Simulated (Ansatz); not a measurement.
## Two structures of InSb3 under several functionals

Plane-wave DFT in Ansatz with scalar-relativistic PAW potentials (420 eV, r2SCAN 500 eV). Each structure was relaxed within its symmetry at each level.
A. Pm-3m, 4 atoms in the computed cell, a = 4.733 Å; sites (symmetry × multiplicity) In m-3m × 1, Sb 4/mm.m × 3
B. Fm-3m, 4 atoms in the computed cell, a = 7.456 Å; sites (symmetry × multiplicity) In m-3m × 4, Sb -43m × 8 + m-3m × 4
(cells at PBE+D3(BJ))

Q: Does the choice of functional change which is lower?

A:
| level | E(B) − E(A) (meV/atom) | V(A) (Å³/atom) | V(B) (Å³/atom) |
| --- | --- | --- | --- |
| PBE+D3(BJ) | -23.1 | 26.51 | 25.90 |
| r2SCAN | -28.8 | 27.48 | 26.84 |

No: at every level B is lower; the difference varies by 6 meV/atom between levels.